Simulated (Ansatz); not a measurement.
Relaxed-ion elastic tensor of Bi$_{2}$Te$_{3}$ in space group R-3m (No. 166; Bi on 6c, Te on 6c, Te on 3a) in GPa (Voigt order), DFT-LDA in the program Ansatz with PAW potentials; density 8.13 g/cm³, 32.69 Å³ per atom.

```
 80.5   21.0   30.9  -18.9    0.0    0.0
 21.0   80.5   30.9   18.9    0.0    0.0
 30.9   30.9   55.9    0.0    0.0    0.0
-18.9   18.9    0.0   37.2    0.0    0.0
  0.0    0.0    0.0    0.0   37.2  -18.9
  0.0    0.0    0.0    0.0  -18.9   29.7
```

**Question.** Is the crystal mechanically stable?

**Answer.** Yes: the smallest eigenvalue of C is 14.2 GPa.

**Question.** Work out the Voigt, Reuss and Hill averages.

**Answer.** K_V = 42.5, K_R = 41.9, K_H = 42.2; G_V = 29.8, G_R = 20.3, G_H = 25.0 GPa.

**Question.** Give Young's modulus, Poisson's ratio, Pugh's ratio and the universal anisotropy index.

**Answer.** E = 9KG/(3K + G) = 62.7 GPa; ν = 0.25; K/G = 1.69 (near the Pugh limit of 1.75, no verdict); A_U = 5G_V/G_R + K_V/K_R − 6 = 2.35.

**Question.** Estimate the sound speeds and the Debye temperature.

**Answer.** v_l = √((K + 4G/3)/ρ) = 3050 m/s, v_t = √(G/ρ) = 1750 m/s, mean 1950 m/s; Θ = (h/k)(3n/4πV)^(1/3) v_m = 181 K.

**Question.** Solve the Christoffel equation for the three sound speeds along x, y, z.

**Answer.** Eigenvalues of C_ijkl n_j n_l equal ρv². In km/s, slowest first: x 1.32, 2.55, 3.15; y 1.91, 1.92, 3.28; z 2.14, 2.14, 2.62.

**Question.** How much does each axis shrink under pressure?

**Answer.** Linear compressibilities β_i = Σ_j S_ij (j = 1 to 3): x 6.6, y 6.6, z 11 per TPa.

Symmetry was held in the LDA relaxation. A crystal of weakly bound layers computed without a dispersion correction: the cell and the soft elastic constants depend strongly on that. Scalar-relativistic: spin–orbit coupling is off unless named, which matters more the heavier the elements.

Potentials: the earlier of the program's two PAW sets. The files were generated under PBE; for other functionals the program regenerates the frozen cores, and for LDA and PBEsol the local potential too.
